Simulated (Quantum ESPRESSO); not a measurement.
## Pt3WCu3Mo (finding a planted mistake in a log)

Computed values, not a measurement. The program is pw.x of Quantum ESPRESSO 7.5 (plane-wave density functional theory). The cell is made up: eight metal atoms on a hexagonal close-packed lattice, with elements, volume, strain and displacements drawn at random and not relaxed, so it may be unstable or far from any real phase. PseudoDojo standard norm-conserving files set the functional (PBE unless stated); there is no spin polarisation or spin-orbit coupling, the Fermi-Dirac width of 0.25 eV means electrons at about 2900 K, and the masses in the input are unused placeholders. The copper pseudopotential is less sure than most, with forces differing by about three percent and pressure by about two GPa from a second method on plain copper. Heavy elements are run without spin-orbit coupling, which real alloys of them have. A spin test at this wide smearing found no moment, but such smearing suppresses magnetism that the real alloy may have.

Intended input:

```
&control calculation='scf', pseudo_dir='./dojo.nc.sr.pbe.v0_5.standard.upf', outdir='./o', disk_io='minimal', tprnfor=.true., tstress=.true. /
&system ibrav=0, nat=8, ntyp=4, nbnd=84, ecutwfc=92.02030273, nosym=.true., tot_charge=0,
 occupations='smearing', smearing='fd', degauss=0.0183746611
/
&electrons conv_thr=1.470e-08, electron_maxstep=70, mixing_beta=0.5 /
ATOMIC_SPECIES
Cu 1.0 Cu.upf
Mo 1.0 Mo.upf
Pt 1.0 Pt.upf
W 1.0 W.upf
CELL_PARAMETERS angstrom
0.0 0.0 4.3009
5.4954 0.0 0.0
-2.7477 4.7591 0.0
ATOMIC_POSITIONS angstrom
Pt -0.1206 -0.1206 0.0302
W -1.2739 2.5063 -0.0081
Pt 2.7707 -0.0716 -0.0119
Cu 1.2607 2.3486 -0.0321
Cu -0.05 1.5929 2.144
Mo -1.4228 4.0041 2.209
Pt 2.9285 1.5399 2.1111
Cu 1.3222 3.8895 2.1467
K_POINTS automatic
6 5 5 1 1 1
```

The log is shortened where brackets say so; the opening notice, blank lines, dates and the lines on written files are dropped, and the path of the files is cut. It prints rydbergs, bohrs and kilobars, and counts compression as positive stress. Its total energy is the free energy E - TS of the whole cell.

Log of the intended run:

```
     Program PWSCF v.7.5
     Parallel version (MPI & OpenMP), running on       4 processor cores
     Number of MPI processes:                 4
     Threads/MPI process:                     1
     [start-up lines left out]
     bravais-lattice index     =            0
     lattice parameter (alat)  =       8.1275  a.u.
     unit-cell volume          =     759.0670 (a.u.)^3
     number of atoms/cell      =            8
     number of atomic types    =            4
     number of electrons       =       139.00
     number of Kohn-Sham states=           84
     kinetic-energy cutoff     =      92.0203  Ry
     charge density cutoff     =     368.0812  Ry
     scf convergence threshold =      1.5E-08
     mixing beta               =       0.5000
     number of iterations used =            8  plain     mixing
     Exchange-correlation= PBE
                           (   1   4   3   4   0   0   0)
     [axes and pseudopotential details left out]
   Cartesian axes
     site n.     atom                  positions (alat units)
         1        Pt     tau(   1) = (  -0.0280406  -0.0280406   0.0070218  )
         2        W      tau(   2) = (  -0.2961938   0.5827385  -0.0018833  )
         3        Pt     tau(   3) = (   0.6442140  -0.0166477  -0.0027669  )
         4        Cu     tau(   4) = (   0.2931247   0.5460718  -0.0074636  )
         5        Cu     tau(   5) = (  -0.0116255   0.3703643   0.4985003  )
         6        Mo     tau(   6) = (  -0.3308145   0.9309912   0.5136134  )
         7        Pt     tau(   7) = (   0.6809040   0.3580413   0.4908508  )
         8        Cu     tau(   8) = (   0.3074240   0.9043456   0.4991281  )
     number of k points=    75  Fermi-Dirac smearing, width (Ry)=  0.0184
                       cart. coord. in units 2pi/alat
        k(    1) = (   0.0782636   0.1355582   0.0833333), wk =   0.0266667
        k(    2) = (   0.0782636   0.3163025   0.0833333), wk =   0.0266667
     [further k points left out]
     Dense  grid:    90505 G-vectors     FFT dimensions: (  50,  64,  64)
     Estimated max dynamical RAM per process >     458.91 MB
     Estimated total dynamical RAM >       1.73 GB
     Initial potential from superposition of free atoms
     starting charge     138.9966, renormalised to     139.0000
     Starting wfcs are   80 randomized atomic wfcs +    4 random wfcs
     total cpu time spent up to now is        9.9 secs
     per-process dynamical memory:   380.1 Mb
     Self-consistent Calculation
     iteration #  1     ecut=    92.02 Ry     beta= 0.50
     Davidson diagonalization with overlap
     ethr =  1.00E-02,  avg # of iterations =  3.0
     total cpu time spent up to now is       37.7 secs
     total energy              =   -2210.78498878 Ry
     estimated scf accuracy    <       4.75270102 Ry
     iteration #  2     ecut=    92.02 Ry     beta= 0.50
     Davidson diagonalization with overlap
     ethr =  3.42E-03,  avg # of iterations =  2.3
     total cpu time spent up to now is       67.3 secs
     total energy              =   -2212.24705107 Ry
     estimated scf accuracy    <      14.42225314 Ry
     [iterations 3 to 16 left out]
     iteration # 17     ecut=    92.02 Ry     beta= 0.50
     Davidson diagonalization with overlap
     ethr =  3.02E-11,  avg # of iterations =  1.9
     total cpu time spent up to now is      433.9 secs
     total energy              =   -2213.47810968 Ry
     estimated scf accuracy    <       0.00000002 Ry
     iteration # 18     ecut=    92.02 Ry     beta= 0.50
     Davidson diagonalization with overlap
     ethr =  1.44E-11,  avg # of iterations =  1.0
     total cpu time spent up to now is      454.9 secs
     End of self-consistent calculation
     [lines on levels left out]
!    total energy              =   -2213.47810968 Ry
     estimated scf accuracy    <          2.0E-09 Ry
     smearing contrib. (-TS)   =      -0.08609108 Ry
     internal energy E=F+TS    =   -2213.39201860 Ry
     The total energy is F=E-TS. E is the sum of the following terms:
     one-electron contribution =    -869.23177111 Ry
     hartree contribution      =     524.82953905 Ry
     xc contribution           =    -336.59779450 Ry
     ewald contribution        =   -1532.39199204 Ry
     convergence has been achieved in  18 iterations
     Forces acting on atoms (cartesian axes, Ry/au):
     atom    1 type  3   force =     0.01823550    0.05641592   -0.00295125
     atom    2 type  4   force =    -0.04198845   -0.09432554    0.00124613
     atom    3 type  3   force =    -0.00445375    0.03664871    0.01105122
     atom    4 type  1   force =     0.03444156   -0.02036712    0.00245262
     atom    5 type  1   force =     0.04015997   -0.00682248    0.00137634
     atom    6 type  2   force =     0.01008396    0.03189712   -0.03029848
     atom    7 type  3   force =    -0.06037397    0.02185359    0.01404828
     atom    8 type  1   force =     0.00389517   -0.02530021    0.00307513
     Total force =     0.161124     Total SCF correction =     0.000123
     Computing stress (Cartesian axis) and pressure
          total   stress  (Ry/bohr**3)                   (kbar)     P=      120.91
   0.00082194   0.00005803   0.00001980          120.91        8.54        2.91
   0.00005803   0.00074097   0.00001582            8.54      109.00        2.33
   0.00001980   0.00001582   0.00090288            2.91        2.33      132.82
     init_run     :      8.83s CPU      9.45s WALL (       1 calls)
     electrons    :    428.61s CPU    445.00s WALL (       1 calls)
     forces       :      4.26s CPU      4.26s WALL (       1 calls)
     stress       :     16.25s CPU     16.28s WALL (       1 calls)
     [timing details left out]
     PWSCF        :   7m38.40s CPU   7m55.62s WALL
     JOB DONE.
```

A second run was made from an input with one planted mistake. Its log:

```
     Program PWSCF v.7.5
     Parallel version (MPI & OpenMP), running on       4 processor cores
     Number of MPI processes:                 4
     Threads/MPI process:                     1
     [start-up lines left out]
     bravais-lattice index     =            0
     lattice parameter (alat)  =       8.1275  a.u.
     unit-cell volume          =     759.0670 (a.u.)^3
     number of atoms/cell      =            8
     number of atomic types    =            4
     number of electrons       =       139.00
     number of Kohn-Sham states=           84
     kinetic-energy cutoff     =      92.0203  Ry
     charge density cutoff     =     368.0812  Ry
     scf convergence threshold =      1.5E-08
     mixing beta               =       0.5000
     number of iterations used =            8  plain     mixing
     Exchange-correlation= PBE
                           (   1   4   3   4   0   0   0)
     [axes and pseudopotential details left out]
   Cartesian axes
     site n.     atom                  positions (alat units)
         1        Pt     tau(   1) = (  -0.0280406  -0.0280406   0.0070218  )
         2        Cu     tau(   2) = (  -0.2961938   0.5827385  -0.0018833  )
         3        Pt     tau(   3) = (   0.6442140  -0.0166477  -0.0027669  )
         4        W      tau(   4) = (   0.2931247   0.5460718  -0.0074636  )
         5        Cu     tau(   5) = (  -0.0116255   0.3703643   0.4985003  )
         6        Mo     tau(   6) = (  -0.3308145   0.9309912   0.5136134  )
         7        Pt     tau(   7) = (   0.6809040   0.3580413   0.4908508  )
         8        Cu     tau(   8) = (   0.3074240   0.9043456   0.4991281  )
     number of k points=    75  Fermi-Dirac smearing, width (Ry)=  0.0184
                       cart. coord. in units 2pi/alat
        k(    1) = (   0.0782636   0.1355582   0.0833333), wk =   0.0266667
        k(    2) = (   0.0782636   0.3163025   0.0833333), wk =   0.0266667
     [further k points left out]
     Dense  grid:    90505 G-vectors     FFT dimensions: (  50,  64,  64)
     Estimated max dynamical RAM per process >     458.91 MB
     Estimated total dynamical RAM >       1.73 GB
     Initial potential from superposition of free atoms
     starting charge     138.9966, renormalised to     139.0000
     Starting wfcs are   80 randomized atomic wfcs +    4 random wfcs
     total cpu time spent up to now is        9.2 secs
     per-process dynamical memory:   380.1 Mb
     Self-consistent Calculation
     iteration #  1     ecut=    92.02 Ry     beta= 0.50
     Davidson diagonalization with overlap
     ethr =  1.00E-02,  avg # of iterations =  3.0
     total cpu time spent up to now is       37.6 secs
     total energy              =   -2211.52339632 Ry
     estimated scf accuracy    <       3.61400742 Ry
     iteration #  2     ecut=    92.02 Ry     beta= 0.50
     Davidson diagonalization with overlap
     ethr =  2.60E-03,  avg # of iterations =  2.2
     total cpu time spent up to now is       65.1 secs
     total energy              =   -2212.74829853 Ry
     estimated scf accuracy    <       8.86846113 Ry
     [iterations 3 to 15 left out]
     iteration # 16     ecut=    92.02 Ry     beta= 0.50
     Davidson diagonalization with overlap
     ethr =  6.91E-11,  avg # of iterations =  2.0
     total cpu time spent up to now is      416.1 secs
     total energy              =   -2213.43964609 Ry
     estimated scf accuracy    <       0.00000004 Ry
     iteration # 17     ecut=    92.02 Ry     beta= 0.50
     Davidson diagonalization with overlap
     ethr =  2.88E-11,  avg # of iterations =  1.9
     total cpu time spent up to now is      438.5 secs
     End of self-consistent calculation
     [lines on levels left out]
!    total energy              =   -2213.43964608 Ry
     estimated scf accuracy    <          9.6E-09 Ry
     smearing contrib. (-TS)   =      -0.10903553 Ry
     internal energy E=F+TS    =   -2213.33061056 Ry
     The total energy is F=E-TS. E is the sum of the following terms:
     one-electron contribution =    -869.56896487 Ry
     hartree contribution      =     524.59974669 Ry
     xc contribution           =    -336.37387628 Ry
     ewald contribution        =   -1531.98751610 Ry
     convergence has been achieved in  17 iterations
     Forces acting on atoms (cartesian axes, Ry/au):
     atom    1 type  3   force =     0.05176176    0.04323265   -0.00384770
     atom    2 type  1   force =    -0.03375984   -0.04660577    0.00782390
     atom    3 type  3   force =    -0.04314469    0.00541850    0.00985240
     atom    4 type  4   force =     0.06056218   -0.04095919    0.00773992
     atom    5 type  1   force =     0.01927966    0.00076861   -0.00177418
     atom    6 type  2   force =    -0.00143528   -0.00368870   -0.03177583
     atom    7 type  3   force =    -0.05647566    0.05846502    0.01180847
     atom    8 type  1   force =     0.00321187   -0.01663111    0.00017302
     Total force =     0.154157     Total SCF correction =     0.000490
     Computing stress (Cartesian axis) and pressure
          total   stress  (Ry/bohr**3)                   (kbar)     P=       90.32
   0.00045858   0.00014340   0.00002554           67.46       21.09        3.76
   0.00014340   0.00056960  -0.00000413           21.09       83.79       -0.61
   0.00002554  -0.00000413   0.00081373            3.76       -0.61      119.70
     init_run     :      8.40s CPU      9.02s WALL (       1 calls)
     electrons    :    414.59s CPU    429.36s WALL (       1 calls)
     forces       :      4.34s CPU      4.34s WALL (       1 calls)
     stress       :     14.07s CPU     14.08s WALL (       1 calls)
     [timing details left out]
     PWSCF        :   7m21.55s CPU   7m37.09s WALL
     JOB DONE.
```

Question: the log repeats what the program read. Compare it with the intended run: what was wrong in the second input?

Answer: two atoms have their elements exchanged. The input lines that differ:

```
- W -1.2739 2.5063 -0.0081
+ Cu -1.2739 2.5063 -0.0081
- Cu 1.2607 2.3486 -0.0321
+ W 1.2607 2.3486 -0.0321
```

|  | intended run | run with the mistake |
| --- | --- | --- |
| free energy (eV) | -30115.904 | -30115.381 |
| entropy term -TS, part of it (eV) | -1.171 | -1.484 |
| pressure (GPa) | 12.09 | 9.03 |
| size of the largest force component (eV/Å) | 2.425 | 1.557 |
| largest change of a force component (eV/Å) |  | 1.227 |
| iterations | 18 | 17 |

For scale, a rerun of the intended cell at a higher cutoff and on a denser mesh moved values by no more than 0.004 eV in energy, 0.02 GPa in stress and 0.005 eV/Å in force, and a second program with other atomic files agreed on that cell to 2 % rms in force and 0.5 GPa in pressure.